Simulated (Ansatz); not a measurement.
## Eigenvalues along a path: Ba (bcc type)

```yaml
crystal:
  lattice:
    - [-2.51250, 2.51250, 2.51250]
    - [2.51250, -2.51250, 2.51250]
    - [2.51250, 2.51250, -2.51250]
  atoms:
    - { symbol: Ba, position: [0.00000, 0.00000, 0.00000] }
```

The base cell comes from a relaxation on PAW files under the same functional.

Computed with Ansatz 0.2.0; functional PBE, scalar-relativistic. Settings: a Γ-centred 11×11×11 k mesh, Fermi–Dirac smearing of 0.08 eV, no spin polarisation. Methods: PAW: frozen-core files, cutoff 420 eV.

This run: the series' base cell.

Spin–orbit coupling is left out, which matters for the heavy atoms.

Path points, in fractions of the reciprocal vectors: Γ (0.000, 0.000, 0.000), H (0.500, -0.500, 0.500), N (0.000, 0.000, 0.500), P (0.250, 0.250, 0.250). The distance column jumps between branches of the path. Levels in eV from the Fermi level; bands 2 to 7, counted from the lowest band of the run. The gap is zero, the pressure -0.01 GPa.

```
# k(1/Å) point b2 b3 b4 b5 b6 b7
0.000 Γ -13.84 -13.84 -13.84 -2.74 1.83 1.83
0.156 - -13.86 -13.85 -13.85 -2.60 1.77 1.77
0.313 - -13.93 -13.88 -13.88 -2.18 1.68 1.68
0.469 - -14.01 -13.93 -13.93 -1.58 1.37 1.67
0.625 - -14.08 -13.99 -13.99 -0.90 0.71 1.82
0.781 - -14.12 -14.05 -14.05 -0.39 0.18 2.16
0.938 - -14.15 -14.10 -14.10 -0.28 -0.21 2.69
1.094 - -14.15 -14.14 -14.14 -0.45 -0.44 3.39
1.250 H -14.15 -14.15 -14.15 -0.53 -0.53 4.00
1.361 - -14.15 -14.14 -14.14 -0.49 -0.48 3.48
1.471 - -14.17 -14.13 -14.11 -0.38 -0.35 2.74
1.582 - -14.19 -14.10 -14.06 -0.25 -0.12 2.13
1.692 - -14.22 -14.07 -14.00 -0.23 0.17 1.76
1.803 - -14.25 -14.03 -13.94 -0.39 0.50 1.31
1.914 - -14.27 -14.01 -13.89 -0.63 0.83 0.97
2.024 - -14.28 -13.99 -13.85 -0.82 0.77 1.10
2.135 N -14.29 -13.98 -13.84 -0.88 0.70 1.21
2.245 - -14.27 -13.98 -13.84 -0.92 0.73 1.11
2.356 - -14.22 -13.96 -13.84 -1.06 0.82 0.96
2.466 - -14.15 -13.94 -13.84 -1.35 0.95 0.97
2.577 - -14.07 -13.91 -13.84 -1.74 1.12 1.16
2.687 - -13.98 -13.88 -13.84 -2.13 1.38 1.40
2.798 - -13.91 -13.86 -13.84 -2.46 1.59 1.65
2.908 - -13.86 -13.84 -13.84 -2.67 1.76 1.79
3.019 Γ -13.84 -13.84 -13.84 -2.74 1.83 1.83
3.154 - -13.87 -13.84 -13.84 -2.63 1.74 1.74
3.289 - -13.95 -13.85 -13.85 -2.32 1.48 1.48
3.425 - -14.05 -13.87 -13.87 -1.85 1.14 1.14
3.560 - -14.13 -13.89 -13.89 -1.28 0.83 0.83
3.695 - -14.19 -13.93 -13.93 -0.65 0.61 0.61
3.831 - -14.19 -13.97 -13.97 -0.05 0.50 0.50
3.966 - -14.14 -14.02 -14.02 0.41 0.48 0.48
4.102 P -14.06 -14.06 -14.06 0.52 0.52 0.52
4.237 - -14.10 -14.10 -13.98 0.30 0.56 0.56
4.372 - -14.13 -14.13 -13.91 0.11 0.57 0.57
4.508 - -14.15 -14.15 -13.89 0.14 0.47 0.47
4.643 - -14.16 -14.16 -13.92 0.27 0.27 0.49
4.778 - -14.16 -14.16 -13.99 -0.01 -0.01 1.15
4.914 - -14.16 -14.16 -14.07 -0.28 -0.28 2.08
5.049 - -14.15 -14.15 -14.13 -0.47 -0.47 3.17
5.184 H -14.15 -14.15 -14.15 -0.53 -0.53 4.00
6.267 P -14.06 -14.06 -14.06 0.52 0.52 0.52
6.345 - -14.11 -14.06 -14.02 0.44 0.48 0.58
6.424 - -14.15 -14.05 -13.98 0.23 0.47 0.67
6.502 - -14.19 -14.04 -13.94 -0.04 0.49 0.78
6.580 - -14.22 -14.02 -13.90 -0.31 0.53 0.90
6.658 - -14.25 -14.01 -13.88 -0.55 0.59 1.02
6.736 - -14.27 -13.99 -13.86 -0.73 0.64 1.12
6.814 - -14.28 -13.98 -13.84 -0.84 0.68 1.19
6.892 N -14.29 -13.98 -13.84 -0.88 0.70 1.21
```
